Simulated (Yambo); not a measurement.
A G0W0@LDA run in Yambo for Sr2MoZnO6 (space group Fm-3m, No. 225) (2×2×2 Γ-centred k mesh, bands 6 to 209 and a 7 Ry block in the screening, 209 bands in G with the Bruneval-Gonze terminator, plasmon pole fitted at 27.2 eV) gives these matrix elements, in eV, at the band edges (L → X):

```json
[
 {"state": "valence edge", "E0": "0.000", "<Vxc>": "-23.353", "<Σx>": "-28.903", "<Σc(E0)>": "4.763", "Z": "0.775"},
 {"state": "conduction edge", "E0": "2.036", "<Vxc>": "-18.169", "<Σx>": "-12.745", "<Σc(E0)>": "-3.996", "Z": "0.795"}
]
```

### Question
Solve the linearised quasiparticle equation for both states, give the gap, and say how exchange and correlation each act on it.

### Answer
E = E0 + Z(Σx + Σc − Vxc). Valence: 0.000 + 0.775 × (-28.903 + (4.763) − (-23.353)) = -0.61 eV. Conduction: 2.036 + 0.795 × (-12.745 + (-3.996) − (-18.169)) = 3.17 eV. The gap is 3.78 eV, against 2.04 eV in LDA. Replacing Vxc by bare exchange alone would open it by 10.97 eV; correlation takes back 8.76 eV of that, and Z scales what is left. Nearest settings tried, and what they do to the gap: 141 bands in W, 141 bands in G: +95 meV; 3 Ry block (89 vectors against 307): +248 meV. Not varied: mesh. So the settings aren't converged at that level. Oxides, nitrides and fluorides with a shallow 3d shell are known to need far more bands and larger blocks. The k mesh is coarse. Among the k points computed, the smallest G0W0 gap is 3.56 eV, Γ → X. Spin-orbit splittings are left out.

Geometry of the Materials Project entry, not relaxed at this level; primitive cell a = b = c = 5.690 Å, α = β = γ = 60.00°.
